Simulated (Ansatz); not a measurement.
A crystal relaxed with r2SCAN in the plane-wave code Ansatz has space group Fm-3m (No. 225) and a = 6.257 Å.

```csv
atom,site,x,y,z
C,4a,0.0000,0.0000,0.0000
Xx,8c,0.2500,0.7500,0.7500
```

With r2SCAN the gap is 0.41 eV and direct, at X. HSE06 gives a direct gap of 0.83 eV at X. PBE gives a direct gap of 0.21 eV at X. Meshes: r2SCAN 8×8×8, HSE06 6×6×6, PBE 8×8×8. r2SCAN's ε∞ is 10.3 in all directions.

**Question.** Which element is Xx?
A. Be
B. Ca
C. Mg
D. Ba

**Answer.** B. Xx is Ca: Ca2C built on the antifluorite prototype. Around C lie 8 Ca at 2.71 Å; around Ca lie 4 C at 2.71 Å.

Simulation only: spin-unpolarised, and no claim that this is the phase found in nature.

The meshes of the hybrids are coarse, so their gaps aren't converged to the digits shown.
